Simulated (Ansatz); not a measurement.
Data:

AlP:
```cif
data_Al2P2
_chemical_formula_sum 'Al2 P2'
_space_group_name_H-M_alt 'P 1'
_space_group_IT_number 1
_cell_length_a 3.60408
_cell_length_b 3.60408
_cell_length_c 5.77717
_cell_angle_alpha 90.000
_cell_angle_beta 90.000
_cell_angle_gamma 120.000
loop_
_space_group_symop_operation_xyz
  'x, y, z'
loop_
_atom_site_label
_atom_site_type_symbol
_atom_site_fract_x
_atom_site_fract_y
_atom_site_fract_z
_atom_site_occupancy
Al1 Al 0.00000 0.00000 0.00000 1
Al2 Al 0.00000 0.00000 0.50000 1
P1 P 0.33333 0.66667 0.25000 1
P2 P 0.66667 0.33333 0.75000 1
```

This is the PBE-relaxed structure.

**Question.** All from the program Ansatz at the PBE level (PAW), unless another level is named. Estimate the electronic character.

**Answer.** metallic (no gap).

**Question.** What about the density of states at the Fermi level?

**Answer.** 0.17 states/eV per atom (mean over ±0.08 eV).

**Question.** Predict the formation energy from the elements (no fitted shifts).

**Answer.** -0.38 eV/atom.

Space group P6_3/mmc (NiAs type). The cell is a constructed one: a structure type filled with these elements; neither database checked (COD, Materials Project) lists it. It is not the phase usual at ambient conditions (space group No. 216). The PBE relaxation kept the symmetry of its start; its stability against distortions is not shown here. The references are the lowest solids computed at this level, not always the standard phases.

Potentials: the later of the program's two PAW sets.
